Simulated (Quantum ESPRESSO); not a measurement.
## In2AlGaP4 (a curve over one atom's position)

A calculation, not a measurement. The program is pw.x of Quantum ESPRESSO 7.5 (plane-wave density functional theory). The cell is made up: 8 atoms on a zincblende/diamond lattice, with randomly drawn elements, strain and displacements, not relaxed. PseudoDojo standard norm-conserving files (v0.5 for PBE, v0.4.1 for LDA and PBEsol) set the functional; there is no spin polarisation, spin-orbit coupling or dispersion term, and the masses in the input are unused placeholders.

Seven runs move atom 1 (In, counted in the order of the input) along y and keep all else fixed.

Input of the run at -0.0089:

```
&control calculation='scf', pseudo_dir='./dojo.nc.sr.pbe.v0_5.standard.upf', outdir='./o', disk_io='medium', tprnfor=.true., tstress=.true. /
&system ibrav=0, nat=8, ntyp=4, nbnd=37, ecutwfc=79.96652505, nosym=.true., tot_charge=0,
 occupations='smearing', smearing='fd', degauss=0.0018374661
/
&electrons conv_thr=7.350e-09, electron_maxstep=60, /
ATOMIC_SPECIES
Al 1.0 Al.upf
Ga 1.0 Ga.upf
In 1.0 In.upf
P 1.0 P.upf
CELL_PARAMETERS angstrom
5.6429 0.0521 0.0191
0.0521 5.6603 0.0115
0.0191 0.0115 5.7238
ATOMIC_POSITIONS angstrom
In 0.0054 -0.057 -0.023
Al 0.0338 2.8836 2.9067
In 2.8788 0.0167 2.8415
Ga 2.8132 2.8344 -0.0295
P 1.4388 1.426 1.4324
P 1.5124 4.2281 4.3309
P 4.2581 1.4632 4.3123
P 4.2696 4.2926 1.4296
K_POINTS automatic
4 4 4 1 1 1
```

```
shift of atom 1 along y (Å)  free energy less that of the input shown (eV)  Fx on atom 1 (eV/Å)  Fy on atom 1 (eV/Å)  Fz on atom 1 (eV/Å)  pressure (GPa)  iterations
                    -0.1850                                         0.2949                0.052                2.641                0.275            3.73          10
                    -0.1673                                         0.2498                0.066                2.453                0.279            3.66          10
                    -0.0992                                         0.1080                0.121                1.706                0.301            3.42          10
                    -0.0089                                         0.0000                0.196                0.680                0.342            3.23          10
                    +0.1146                                         0.0039                0.308               -0.741                0.419            3.24          10
                    +0.1368                                         0.0231                0.330               -0.993                0.436            3.27          10
                    +0.1627                                         0.0526                0.355               -1.285                0.457            3.32          10
```

A cubic fit gives dFy/dy = -11.51 eV/Å² at zero shift. Across the table the free energy follows the integral of the force to within 0.2 meV. A rerun of one of the cells at 1377 eV and a 6 x 6 x 6 mesh moved values by no more than 0.008 eV in energy, 0.02 GPa in stress and 0.002 eV/Å in force.